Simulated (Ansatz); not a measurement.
NbAg:
```yaml
crystal:
  lattice:
    - [4.74343, 0.00000, 0.00000]
    - [0.00000, 2.76230, 0.00000]
    - [0.00000, 0.00000, 5.30359]
  atoms:
    - { symbol: Ag, position: [0.25000, 0.00000, 0.85450] }
    - { symbol: Ag, position: [0.75000, 0.00000, 0.14550] }
    - { symbol: Nb, position: [0.25000, 0.50000, 0.35275] }
    - { symbol: Nb, position: [0.75000, 0.50000, 0.64725] }
```

Relaxed with r²SCAN. Special points in fractions of this cell's reciprocal vectors: Γ (0.000, 0.000, 0.000); X (0.500, 0.000, 0.000); S (0.500, 0.500, 0.000); Y (0.000, 0.500, 0.000); Z (0.000, 0.000, 0.500); U (0.500, 0.000, 0.500); R (0.500, 0.500, 0.500); T (0.000, 0.500, 0.500).

### Question
List the band energies nearest the Fermi level at these points for r²SCAN (plane waves, PAW; program Ansatz).

### Answer
In eV from the Fermi level; about four levels below and three above (degenerate sets whole), none deeper than 8.9 eV; points with the same levels are listed once.

```
k                    below                above
-  -----------------------  -------------------
Γ  -2.30 -1.64 -1.32 -1.25       0.42 1.73 2.79
X  -1.90 -1.90 -0.99 -0.99  0.49 0.49 2.78 2.78
S  -1.16 -1.16 -0.86 -0.86  0.26 0.26 3.28 3.28
Y  -2.73 -2.05 -1.13 -0.91       0.06 0.38 0.91
Z  -2.23 -1.73 -1.27 -1.14       1.46 2.75 2.99
U  -1.58 -1.58 -0.21 -0.21  2.58 2.58 3.20 3.20
R  -0.23 -0.23 -0.08 -0.08  1.30 1.30 2.43 2.43
T  -1.06 -0.90 -0.51 -0.27       0.10 1.71 2.21
```

Space group Pmma. The start of the workflow was typed in or built on a structure type; neither database checked (COD, Materials Project) lists it. Its standing as an ambient phase is unchecked. The cell was relaxed with r²SCAN under the symmetry of its start; whether a distortion lowers the energy is not shown. The run is not spin-polarised. Its formation energy is positive at this level, so the cell may be metastable or incomplete. Spin–orbit coupling is left out wherever it is not named.

Potentials: the later of the program's two PAW sets.
